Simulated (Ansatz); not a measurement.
Ansatz input

```yaml
crystal:
  lattice:
    - [0.0, 3.9380490797, 3.9380490797]
    - [3.9380490797, 0.0, 3.9380490797]
    - [3.9380490797, 3.9380490797, 0.0]
  atoms:
    - { symbol: Ba, position: [0.125, 0.125, 0.125] }
    - { symbol: Ba, position: [0.875, 0.875, 0.875] }
hamiltonian:
  xc: r2scan
  pseudopotentials:
    kind: paw
    azcp:
      Ba: "pseudopotentials/Ba.paw.azcp"
basis:
  ecutwfc: 500
  fft_grid_basis: typed
kpoints:
  mp_grid: { grid: [8, 8, 8], shift: [0, 0, 0] }
magnetization:
  spin_polarized: false
scf:
  occupations: { method: fermi_dirac, width: 0.1 }
  lower_state_search: "off"
output:
  stress: true
  write_density: true
  write_potential: true
  elf: true
  volumetric_format: npy
```

Terminal output

```
Engine: ansatz 0.2.0, x86_64-unknown-linux-gnu
Pseudopotentials: kind: paw
Pseudopotential: Ba, paw, valence charge 10, recommended cutoff 500 eV (meta_gga) 
Functional definition: r2SCAN
  parameter k0 = 0.174
  parameter k1 = 0.065
  parameter a1 = 4.9479
  exchange = r2scan_x(k0 = k0, k1 = k1, a1 = a1)
  correlation = r2scan_c
Crystal: 2 atoms, lattice volume = 122.144 Å³
Basis set: ecut = 500 eV, 3119 PW (Γ), exchange–correlation on 180×180×180 points (64 copies of the dense FFT grid, shifted against one another)
Bands: 14, of which v1, the nominal top of the filled ones, is band 10 counted from 1 (9 counted from 0)
Symmetry: 48 space group operations
Space group: Fd-3m (ITA 227), of the structure as read, at distance tolerance 5.0e-5 Å
k-points: 29 of 512
Non-local potential: Ba, projectors of the file, l = 0: 3, l = 1: 2, l = 2: 2, l = 3: 2
PAW form: soft (Blöchl's): semilocal exchange-correlation on the pseudo side does not see the compensation charge
PAW frozen core: Ba, regenerated for the run's functional (the file was generated under x = pbe(κ = 0.804, μ = 0.2195149727645171), c = pbe(β = 0.06672455060314922))
PAW one-centre angular grid: Ba, 302 points (default); XC on 160 Gauss nodes
Initial density: superposition of atomic densities (neutral atoms: chi_scale 0, normalization atom), corrected by the library's trained network
Initial wavefunctions: pseudopotential atomic-orbital guess
Functional: x = r2scan, c = r2scan; τ floored in thin density (d = 2e-4 eV/Å³)
SCF iter   1: F=-11927.146451 eV  HF=-11926.959760 eV  |F-HF|=1.87e-1  |Δ(HF+E_count)|=         —  Δρ=5.90e-3  dr2=6.50e-2  dr2_τ=5.70e-3  ethr=1.77e-3  ⟨swp⟩=9.0  Hψ=3035  notcnv=0
SCF iter   2: F=-11927.173574 eV  HF=-11927.178008 eV  |F-HF|=4.43e-3  |Δ(HF+E_count)|=   2.18e-1  Δρ=3.93e-3  dr2=3.82e-2  dr2_τ=5.97e-4  ethr=3.25e-4  ⟨swp⟩=2.1  Hψ=1107  notcnv=0
SCF iter   3: F=-11927.181545 eV  HF=-11927.182272 eV  |F-HF|=7.26e-4  |Δ(HF+E_count)|=   4.26e-3  Δρ=1.04e-3  dr2=5.31e-3  dr2_τ=5.12e-5  ethr=1.91e-4  ⟨swp⟩=2.3  Hψ=867  notcnv=0
SCF iter   4: F=-11927.182384 eV  HF=-11927.182533 eV  |F-HF|=1.48e-4  |Δ(HF+E_count)|=   2.61e-4  Δρ=3.41e-4  dr2=4.22e-4  dr2_τ=2.39e-6  ethr=2.66e-5  ⟨swp⟩=2.3  Hψ=648  notcnv=0
SCF iter   5: F=-11927.182470 eV  HF=-11927.182468 eV  |F-HF|=1.98e-6  |Δ(HF+E_count)|=   6.49e-5  Δρ=5.16e-5  dr2=7.15e-6  dr2_τ=3.25e-7  ethr=2.11e-6  ⟨swp⟩=3.0  Hψ=840  notcnv=0
SCF iter   6: F=-11927.182502 eV  HF=-11927.182501 eV  |F-HF|=4.23e-7  |Δ(HF+E_count)|=   3.37e-5  Δρ=1.94e-5  dr2=1.02e-6  dr2_τ=9.58e-9  ethr=3.58e-8  ⟨swp⟩=2.0  Hψ=663  notcnv=0
SCF iter   7: F=-11927.182502 eV  HF=-11927.182502 eV  |F-HF|=2.36e-8  |Δ(HF+E_count)|=   5.80e-7  Δρ=3.37e-6  dr2=2.15e-8  dr2_τ=2.69e-10  ethr=5.00e-10  ⟨swp⟩=7.9  Hψ=3423  notcnv=0
SCF 1 converged in 7 iterations: F = -11927.182502 eV  dr2 = 2.15e-8
SCF converged after 7 iterations
Free energy (F): -11927.182502 eV
Harris-Foulkes:  -11927.182502 eV  (|F-HF|=2.36e-8)
Internal energy: -11927.106454 eV  (E = F + TS)
E sigma→0 (E₀):  -11927.144478 eV
Entropy (-TS):   -0.076048 eV (-38.024 meV/atom)
Fermi energy:    5.913549 eV
--- Per-component energies (eV) ---
  E_band       = -188.140740
  E_kinetic    = 336.657214
  E_local      = -863.696304  (includes V_loc(G=0)·N_el)
  E_nonlocal   = 112.277914
  E_hartree    = 287.340092
  E_xc         = -311.568864
  E_vxc        = -291.651937  (∫ρ·V_xc dr)
  E_paw        = -10503.404424  (= ΣΔE_a)
  E_vpaw       = -70.756312  (= ΣTr[D̂ρ^β])
  E_aug_tail   = -0.000002  (compensation charges beyond the density's cutoff)
  E_vtau       = 14.348669  (kinetic-family band-sum trace: ∫τ·v_τ [+ j·A + Jᵃ·Aᵃ] dr)
  E_ewald      = -984.852912
  E_core_change = 0.140832  (= ΣΔE_core)
  E_smearing   = -0.076048  (= −TS)
  E_closure    = 0.000000  (closes the sum)
  Σ components = -11927.182502   (vs F -11927.182502, Δ=0.00e0)
--- Stress (GPa, compression-positive) ---
       -0.979146      -0.000000      -0.000000
        0.000000      -0.979146       0.000000
       -0.000000       0.000000      -0.979146
  P = ⅓ Tr σ = -0.9791 GPa (-9.791 kbar)
--- Band table (eV; the first three rows and the last of 29) ---
  k-point 0: bands = ["-24.6915", "-24.1171", "-9.8018", "-9.8018", "-9.8018", "-8.7854", "-8.7854", "-8.7854", "3.6485", "6.1367", "6.1367", "7.1352", "7.1352", "7.1352"]
  k-point 1: bands = ["-24.6761", "-24.1342", "-9.8225", "-9.8225", "-9.8036", "-8.7823", "-8.7608", "-8.7608", "3.8314", "6.0388", "6.0388", "7.0932", "7.3469", "7.3469"]
  k-point 2: bands = ["-24.6341", "-24.1803", "-9.8689", "-9.8689", "-9.8106", "-8.7713", "-8.7049", "-8.7049", "4.3207", "5.9575", "5.9575", "7.0133", "7.2461", "7.4730"]
  k-point 28: bands = ["-24.4120", "-24.4120", "-10.0641", "-10.0641", "-9.2887", "-9.2887", "-8.4825", "-8.4825", "5.1222", "5.1222", "6.9461", "6.9461", "7.4947", "7.4947"]
```

Launched by

```sh
ansatz run input.yaml --threads 1 --pin off --max-ram 3584MiB --backend cpu --events-out ev --progress --plain --runs-dir out
```

On 1 thread of Intel(R) Xeon(R) Platinum 8259CL CPU @ 2.50GHz (Skylake/Cascade Lake) (shared host) this took about 17 s of wall time and 17 s of CPU time.
